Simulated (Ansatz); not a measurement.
Mg₂Ge in space group Pn-3m (No. 224; Mg on 4c, Ge on 2a), PBE (plane waves, PAW; program Ansatz), all energies at zero smearing, with the estimated change up to a 700 eV cutoff added, with one set of potentials and settings (totals compare only within such a set). Cell of 6 atoms (4 Mg, 2 Ge): -16283.535 eV.

```tsv
element	reference phase	E (eV/atom)
Mg	P6_3/mmc, 2 atoms in the cell	-1923.8026
Ge	Fd-3m, 2 atoms in the cell	-4294.9847
```

Formation energy per atom, worked out: (-16283.535 − 4×(-1923.8026) − 2×(-4294.9847))/6 = 0.274 eV/atom (26 kJ per mol of atoms), at 0 K, without zero-point energy or fitted corrections.

The cell is a constructed one: a structure type filled with these elements; neither database checked (COD, Materials Project) lists it. COD files the formula under space group No. 225, so this cell is another polymorph or a model. Whether it is the stable phase at ambient conditions was not checked. The PBE relaxation kept the symmetry of its start; whether a distortion lowers the energy is not shown. The references are the lowest solids computed at this level, not always the standard phases.

Potentials: the later of the program's two PAW sets.
